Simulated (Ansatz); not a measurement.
Ansatz input file:

```yaml
crystal:
  lattice:
    - [5.6186519894, -0.0459901179, -0.34665918]
    - [-0.0459901179, 5.6186519894, 0.34665918]
    - [-0.34665918, 0.34665918, 5.6151853976]
  atoms:
    - { symbol: Cs, position: [-0.0095026749, -0.0095026749, 0.5] }
    - { symbol: Cs, position: [0.0012319704, 0.5076122145, -0.0080926998] }
    - { symbol: Cs, position: [0.5076122145, 0.0012319704, 0.0080926998] }
    - { symbol: Pt, position: [0.50065849, 0.50065849, 0.5] }
basis:
  ecutwfc: 420
kpoints:
  mp_grid: { grid: [8, 8, 8] }
hamiltonian:
  xc: pbesol
scf:
  occupations: { method: gaussian, width: 0.1 }
output:
  forces: true
  stress: true
  eigenvalues: true
  write_density: true
  write_potential: true
  elf: true
  volumetric_format: npy
```

Run as
```bash
ansatz run input.yaml --threads 1 --pin off --max-ram 1331MiB --backend cpu --events-out ev --progress --plain --runs-dir out
```

Method: Ansatz 0.2.0, DFT PBEsol, scalar-relativistic, plane waves, PAW.

Abridged output (iterations and final results):

```
SCF iter   1: F=—  HF=-29140.099328 eV  |F-HF|=—  |Δ(HF+E_count)|=         —  Δρ=1.52e-3  dr2=6.03e-3  ethr=1.77e-3  ⟨swp⟩=6.4  Hψ=18320  notcnv=0
SCF iter   2: F=—  HF=-29140.100471 eV  |F-HF|=—  |Δ(HF+E_count)|=   1.14e-3  Δρ=8.98e-4  dr2=2.24e-3  ethr=1.34e-5  ⟨swp⟩=2.4  Hψ=7564  notcnv=0
SCF iter   3: F=—  HF=-29140.100436 eV  |F-HF|=—  |Δ(HF+E_count)|=   3.46e-5  Δρ=4.44e-4  dr2=8.73e-4  ethr=4.97e-6  ⟨swp⟩=2.2  Hψ=6503  notcnv=0
SCF iter   4: F=—  HF=-29140.100345 eV  |F-HF|=—  |Δ(HF+E_count)|=   9.12e-5  Δρ=2.30e-4  dr2=1.60e-4  ethr=1.94e-6  ⟨swp⟩=2.0  Hψ=4935  notcnv=0
SCF iter   5: F=—  HF=-29140.100328 eV  |F-HF|=—  |Δ(HF+E_count)|=   1.68e-5  Δρ=8.69e-5  dr2=5.30e-5  ethr=3.57e-7  ⟨swp⟩=2.1  Hψ=5843  notcnv=0
SCF iter   6: F=—  HF=-29140.100318 eV  |F-HF|=—  |Δ(HF+E_count)|=   1.08e-5  Δρ=4.74e-5  dr2=1.46e-5  ethr=1.18e-7  ⟨swp⟩=1.0  Hψ=4037  notcnv=0
SCF iter   7: F=—  HF=-29140.100316 eV  |F-HF|=—  |Δ(HF+E_count)|=   1.87e-6  Δρ=2.19e-5  dr2=2.60e-6  ethr=3.25e-8  ⟨swp⟩=1.1  Hψ=4120  notcnv=0
SCF iter   8: F=-29140.100315 eV  HF=-29140.100315 eV  |F-HF|=4.13e-8  |Δ(HF+E_count)|=   3.49e-7  Δρ=2.92e-6  dr2=5.29e-8  ethr=2.22e-10  ⟨swp⟩=8.5  Hψ=28234  notcnv=0
SCF 1 converged in 8 iterations: F = -29140.100315 eV  dr2 = 5.29e-8
SCF converged after 8 iterations
Free energy (F): -29140.100315 eV
Harris-Foulkes:  -29140.100315 eV  (|F-HF|=4.13e-8)
Internal energy: -29140.087373 eV  (E = F + TS)
E sigma→0 (E₀):  -29140.093844 eV
Entropy (-TS):   -0.012942 eV (-3.236 meV/atom)
Fermi energy:    7.761054 eV
--- Per-component energies (eV) ---
  E_band       = -498.485413
  E_kinetic    = 1069.006691
  E_local      = -3802.052299  (includes V_loc(G=0)·N_el)
  E_nonlocal   = 299.812378
  E_hartree    = 1487.205572
  E_xc         = -777.520681
  E_vxc        = -679.734887  (∫ρ·V_xc dr)
  E_paw        = -24268.790305  (= ΣΔE_a)
  E_vpaw       = -359.917303  (= ΣTr[D̂ρ^β])
  E_aug_tail   = 0.000185  (compensation charges beyond the density's cutoff)
  E_ewald      = -3148.468376
  E_core_change = 0.719461  (= ΣΔE_core)
  E_smearing   = -0.012942  (= −TS)
--- Forces (eV/Å), atoms counted from 1 ---
  atom   1  Cs     0.09242300     0.09242300     0.00000000
  atom   2  Cs     0.02785301    -0.14271551     0.07832070
  atom   3  Cs    -0.14271551     0.02785301    -0.07832070
  atom   4  Pt     0.02245048     0.02245048     0.00000000
--- Stress (GPa, compression-positive) ---
       -0.811018       0.088107       0.756763
        0.088107      -0.811018      -0.756763
        0.756763      -0.756763      -0.492917
  P = ⅓ Tr σ = -0.7050 GPa (-7.050 kbar)
--- Band table (eV; the first three rows and the last of 150) ---
  k-point 0: bands = ["-88.9593", "-43.1754", "-43.1739", "-43.1664", "-16.0167", "-15.6554", "-15.6409", "-3.8131", "-3.3771", "-3.0601", "-2.6535", "-2.4283", "-2.1981", "-2.1173", "-1.9381", "-1.7883", "4.4689", "5.9545", "5.9640", "6.0849", "6.0979", "6.1325", "6.5780", "8.6766", "9.1438", "9.4198", "9.4945"]
  k-point 1: bands = ["-88.9593", "-43.1754", "-43.1739", "-43.1664", "-16.0038", "-15.6725", "-15.6378", "-3.7594", "-3.3436", "-3.0509", "-2.6598", "-2.4475", "-2.2127", "-2.1301", "-1.9819", "-1.8725", "4.5908", "5.9905", "6.0030", "6.1092", "6.1373", "6.1569", "6.7141", "8.7426", "9.1912", "9.1998", "9.5503"]
  k-point 2: bands = ["-88.9593", "-43.1754", "-43.1739", "-43.1664", "-15.9666", "-15.7142", "-15.6356", "-3.6050", "-3.2520", "-3.0236", "-2.6759", "-2.4995", "-2.2879", "-2.1975", "-2.0799", "-2.0352", "4.9168", "6.0859", "6.0937", "6.1506", "6.2368", "6.2424", "7.0794", "8.4721", "8.9980", "9.3015", "9.4883"]
  k-point 149: bands = ["-88.9593", "-43.1754", "-43.1739", "-43.1664", "-15.8992", "-15.7300", "-15.6768", "-4.0916", "-3.3090", "-3.2894", "-3.0417", "-2.2036", "-2.1326", "-1.9389", "-1.8239", "-1.7845", "4.9937", "6.0409", "6.0736", "6.1389", "6.3381", "6.3603", "8.3856", "8.6940", "8.9545", "9.6412", "10.1398"]
```

The calculation finished and met its thresholds.

Spin–orbit coupling is left out, which can shift energies with elements as heavy as these.